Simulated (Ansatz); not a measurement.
This cell of BAs (zinc blende) is off equilibrium:

```yaml
crystal:
  lattice:
    - [0.00000, 2.40467, 2.40467]
    - [2.40467, 0.00000, 2.40467]
    - [2.40467, 2.40467, 0.00000]
  atoms:
    - { symbol: As, position: [0.75000, 0.75000, 0.75000] }
    - { symbol: B, position: [0.00000, 0.00000, 0.14417] }
```

These are PBE (plane waves to 420 eV, PAW, scalar-relativistic; Ansatz, a program for electronic structure) values and carry that method's errors. k mesh 10×10×10 (Γ-centred), Fermi-Dirac smearing 0.05 eV. The energy includes the smearing's −TS. Stress and pressure are positive under compression. As the smearing reaches across the gap at some points, energies and forces of such displacements shift with the k mesh and the smearing. BAs was relaxed with its symmetry unable to fall.

Task: Predict the force on every atom, in eV/Å.

Result: 
```tsv
atom	Fx	Fy	Fz
As1	5.170	5.170	-5.603
B2	-5.170	-5.170	5.603
```

Task: What is the stress tensor (GPa)?

Result: 
```
   12.0     17.5    -18.7
   17.5     12.0    -18.7
  -18.7    -18.7     25.1
```
The pressure, a third of the trace, is 16.3 GPa.

Task: In it atom 2 sits (0.347, 0.347, 0.000) Å away from its relaxed site. What is its energy relative to the relaxed cell?

Result: 1843 meV/cell.

(For displaced atoms, the force is minus the slope of the energy, and its curvature is a force constant, which sets phonon frequencies.)
